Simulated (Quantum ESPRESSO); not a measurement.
Hf3Li2MgMoZn in 6 site orders

Calculated results; nothing here was measured. They come from Quantum ESPRESSO 7.5, a public plane-wave density functional program. Each row is one single-point run on a made-up periodic cell of eight metal atoms, with elements, volume, strain and displacements drawn at random and not relaxed, so a cell may be unstable or far from any real phase. There is no spin polarisation or spin-orbit coupling.

Settings: PBE unless stated; PseudoDojo standard norm-conserving files; Fermi-Dirac width 0.25 eV, which means electrons at about 2900 K; cutoff 1143 eV; 8 x 4 x 3 k mesh shifted half a step off Gamma. E is the free energy of the whole cell (internal energy minus TS), so a -TS column is already part of it. Stress is positive in tension, and the pressure P is minus a third of its trace.

Checks: one run of this series was repeated at a higher cutoff and on a denser mesh, which moved values by no more than 0.002 eV, 0.04 GPa and 0.010 eV/Å, and a second program with other atomic files agreed on it to 2 % rms in force and 0.5 GPa in pressure. Known limits: heavy elements are run without spin-orbit coupling, which real alloys of them have; a spin test at this wide smearing found no moment, but such smearing suppresses magnetism that the real alloy may have.

The lattice is hexagonal close-packed, and the cell vectors in Å are (3.006, 0.033, 0.007); (1.463, -2.545, -5.140); (1.578, 7.790, -5.187), a volume of 160.10 Å³. The runs put one composition on the same eight displaced sites in different orders. E is counted from run 1, and the rms force is over all 24 components. Nothing is relaxed, so E mixes bonding between neighbours with strain on unrelaxed sites, and it is not an ordering energy.

| run | elements on sites 1 to 8 | E (eV) | -TS (eV) | rms force (eV/Å) | largest force (eV/Å) | P (GPa) |
|---|---|---|---|---|---|---|
| 1 | Hf Zn Mo Mg Li Hf Hf Li | 0.000 | -1.396 | 0.253 | 0.79 | -1.50 |
| 2 | Hf Zn Li Hf Li Mo Mg Hf | 1.094 | -1.505 | 0.302 | 0.81 | ? |
| 3 | Mg Li Li Zn Hf Hf Mo Hf | 1.477 | -1.541 | 0.394 | 1.10 | -4.13 |
| 4 | Hf Li Zn Hf Hf Li Mo Mg | 1.270 | -1.532 | 0.492 | 1.55 | -2.94 |
| 5 | Hf Hf Mg Zn Hf Mo Li Li | 0.785 | -1.498 | 0.412 | 1.43 | -2.96 |
| 6 | Zn Mg Hf Mo Li Li Hf Hf | 0.812 | -1.496 | 0.440 | 1.39 | -3.12 |

## Worked fit

A straight line through the runs shown gives P = -1.61 - 1.51 E GPa with E in eV, an error of 0.38 on the slope and a scatter of 0.43 GPa. At this fixed volume the orders of higher energy tend to have the lower pressure.

## Withheld value

Question: what pressure should run 2 give?

The fit gives -3.26 ± 0.48 GPa. The calculation gave -3.67 GPa.
